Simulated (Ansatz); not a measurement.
Rh under strain

Level of theory: Ansatz 0.2.0, DFT r2SCAN, scalar-relativistic, plane waves, PAW. (500 eV cutoff, 24×24×6 k-mesh, Gaussian smearing of 0.10 eV, no spin polarisation)

Reference structure (relaxed):

```yaml
crystal:
  lattice:
    - [2.68885, 0.00000, 0.00000]
    - [-1.34442, 2.32861, 0.00000]
    - [0.00000, 0.00000, 8.77740]
  atoms:
    - { symbol: Rh, position: [0.00000, 0.00000, 0.00000] }
    - { symbol: Rh, position: [0.33333, 0.66667, 0.25000] }
    - { symbol: Rh, position: [0.00000, 0.00000, 0.50000] }
    - { symbol: Rh, position: [0.66667, 0.33333, 0.75000] }
```

Deformation: biaxial strain in the a-b plane, with the length and tilt of c and the atoms relaxed, all within the symmetry that the strain leaves. Energies are extrapolated to zero smearing. Stress is positive in compression, on the Cartesian axes of the cell above.

| strain (%) | ΔE (meV/atom) | a (Å) | b (Å) | c (Å) | σxx (GPa) | σyy (GPa) | σzz (GPa) |
| --- | --- | --- | --- | --- | --- | --- | --- |
| -2.0 | 21.3 | 2.635 | 2.635 | 8.890 | 13.10 | 13.10 | 0.00 |
| -1.0 | 5.0 | 2.662 | 2.662 | 8.832 | 6.15 | 6.15 | 0.00 |
| +0.0 | 0.0 | 2.689 | 2.689 | 8.777 | -0.01 | -0.01 | -0.07 |
| +1.0 | 4.9 | 2.716 | 2.716 | 8.721 | -5.34 | -5.34 | 0.00 |
| +2.0 | 18.4 | 2.743 | 2.743 | 8.664 | -9.93 | -9.93 | 0.00 |

This form isn't the element's structure at ambient conditions.

Cost: 5 runs of about 15 core-minutes in all, on Intel Xeon Platinum 8259CL (Skylake/Cascade Lake) (shared hosts).